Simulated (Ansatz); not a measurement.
BeCrF$_{6}$, a known structure type with other elements, at an estimated volume

```xyz
8
Lattice="0.0000 5.3060 0.0000 5.3060 0.0000 0.0000 2.6530 2.6530 -4.0478" Properties=species:S:1:pos:R:3 pbc="T T T"
Be    0.0000    0.0000    0.0000
Cr    2.6530    2.6530    0.0000
F     1.2947    1.2947    0.0000
F     4.0113    1.2947    0.0000
F     4.0113    4.0113    0.0000
F     1.2947    4.0113    0.0000
F     2.6530    2.6530   -2.2992
F     5.3060    5.3060   -1.7487
```

The numbers come from plane-wave PAW DFT (Ansatz): r2SCAN, with U_eff = 5.27 eV on Cr d (all-electron-ortho-atomic projectors), no spin polarisation, 500 eV, 6×6×6 Γ-centred k points, cold occupations (width 0.0298 eV). Nothing was relaxed.

Electronic structure: The gap is 0.83 eV, direct at the points sampled.
Forces: The largest is on F3 (and as large on other atoms): 3.04 eV/Å, components (2.15, 2.15, 0.00). It makes 180° with the line to a nearest neighbour, Be1 at 1.83 Å, pointing away from it.
Band edges: Within 0.7 eV of the edges, the states project mainly on F p (96 %) below the gap and on Cr d (76 %) and F p (19 %) above it.
Charges: Bader charges in e: Be +1.83, Cr +2.36, F -0.76 to -0.64. In the mean Cr gives up most and F takes most.
Stress: The pressure is -17.5 GPa (compression positive), so with the atoms held at these fractions the cell would first shrink; the forces are large, so a full relaxation may end otherwise. The principal stresses -22.2, -18.1, -12.2 GPa differ, so its shape would change too.

Origin: a known structure type with other elements, at an estimated volume, so it need not be a known compound. Caveats: the state breaks the symmetry of the cell; no spin polarisation, so a magnetic state may lie lower; atoms or cell far from equilibrium.
